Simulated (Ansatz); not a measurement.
Consider the following.

TiW:
```yaml
crystal:
  lattice:
    - [1.56974, -2.25324, 0.00000]
    - [1.56974, 2.25324, 0.00000]
    - [0.00000, 0.00000, 4.41886]
  atoms:
    - { symbol: Ti, position: [0.00000, 0.00000, 0.00000] }
    - { symbol: W, position: [0.50000, 0.50000, 0.50000] }
```

This is the PBEsol-relaxed structure. Tensor components refer to the Cartesian frame of this cell.

Question: All from DFT-PBEsol in the program Ansatz with PAW potentials, unless another level is named. Predict the Poisson's ratio.

Answer: 0.36.

Question: What about the elastic constants (relaxed ions, GPa)?

Answer: C11 = 304, C22 = 329, C33 = 283, C12 = 168, C13 = 157, C23 = 163, C44 = 70.8, C55 = 36.5, C66 = 80.9.

Space group Cmmm. The first step of the workflow began from a Materials Project structure, measured or hypothetical; the Crystallography Open Database copy checked does not list it. With Ti and W taken as one species the cell has the higher symmetry Im-3m, so it may be an ordered model of a mixed-site phase. Its standing as an ambient phase is unchecked. The cell was relaxed with PBEsol under the symmetry of its start; its stability against distortions is not shown here. No spin polarisation was allowed. As this level gives no gap, shear constants depend on the k-mesh and smearing (Fermi–Dirac, 0.1 eV here). On the denser mesh and wider smearing of the elastic run this cell carries a stress of 0.5 GPa. Spin–orbit coupling is left out wherever it is not named.

Potentials: the later of the program's two PAW sets.
